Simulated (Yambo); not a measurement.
A G0W0@PBE run in Yambo for MoTe$_{2}$ (space group P6_3/mmc, No. 194) (3×3×1 Γ-centred k mesh, bands 19 to 475 and a 12 Ry block in the screening, 475 bands in G with the Bruneval-Gonze terminator, plasmon pole fitted at 27.2 eV) gives these matrix elements, in eV, at the band edges (Γ → K):

```json
[
 {"state": "valence edge", "E0": "0.000", "<Vxc>": "-16.322", "<Σx>": "-16.423", "<Σc(E0)>": "-0.037", "Z": "0.777"},
 {"state": "conduction edge", "E0": "0.949", "<Vxc>": "-14.419", "<Σx>": "-10.615", "<Σc(E0)>": "-3.656", "Z": "0.791"}
]
```

Problem. Solve the linearised quasiparticle equation for both states, give the gap, and say how exchange and correlation each act on it.

Solution. E = E0 + Z(Σx + Σc − Vxc). Valence: 0.000 + 0.777 × (-16.423 + (-0.037) − (-16.322)) = -0.11 eV. Conduction: 0.949 + 0.791 × (-10.615 + (-3.656) − (-14.419)) = 1.07 eV. The gap is 1.17 eV, against 0.95 eV in PBE. Replacing Vxc by bare exchange alone would open it by 3.91 eV; correlation takes back 3.62 eV of that, and Z scales what is left. Nearest settings tried, and what they do to the gap: 268 bands in G: +1 meV; 268 bands in W, 268 bands in G: -17 meV; 7 Ry block (315 vectors against 713): -44 meV. Not varied: mesh. So the settings aren't converged at that level. The k mesh is coarse. The mesh misses a band edge: along a dense path the PBE gap is 0.60 eV against 0.95 eV on the mesh. Without spin-orbit coupling, band edges of such heavy elements can be off by tenths of an eV.

Geometry relaxed with PBE+D3(BJ); primitive cell a = b = 3.496 Å, c = 13.690 Å, α = β = 90.00°, γ = 120.00°.

The potentials are those of PseudoDojo's stringent table.
